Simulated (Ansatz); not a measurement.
One crystal and one scan (frozen-phonon scan) at two levels, PBE (plane waves to 420 eV, PAW, scalar-relativistic; Ansatz, a quantum-chemistry and plane-wave program) and r2SCAN (plane waves to 500 eV, PAW, scalar-relativistic; Ansatz), each from its own relaxed cell and on its own mesh.

The crystal is LiF (rock salt); a phonon pattern at X = (0.5, 0.5, 0.0) is frozen into a 4-atom cell, Q being the largest atomic displacement.

LiF was relaxed with its symmetry unable to fall.

| quantity | run 1 | run 2 |
|---|---|---|
| Lattice constant a (Å) | 3.990 | 4.068 |
| Band gap of the relaxed cell, no spin-orbit coupling (eV) | 10.33 | 8.83 |
| Harmonic wavenumber from the curvature (finite differences) (cm⁻¹ (negative: imaginary)) | 355 | 307 |

### Question
Which run is which level?

### Answer
Run 2 is PBE, run 1 is r2SCAN. PBE gives the higher value for: lattice constant a. PBE gives the lower value for: band gap of the relaxed cell, no spin-orbit coupling; harmonic wavenumber from the curvature. Both give the same shape of the curve: a single well with its minimum at or next to zero displacement. Neither level is exact: the differences show how much the result hangs on the functional.

(A displaced cell: forces are minus the slopes of the energy, force constants its curvatures, and phonons follow from these.)
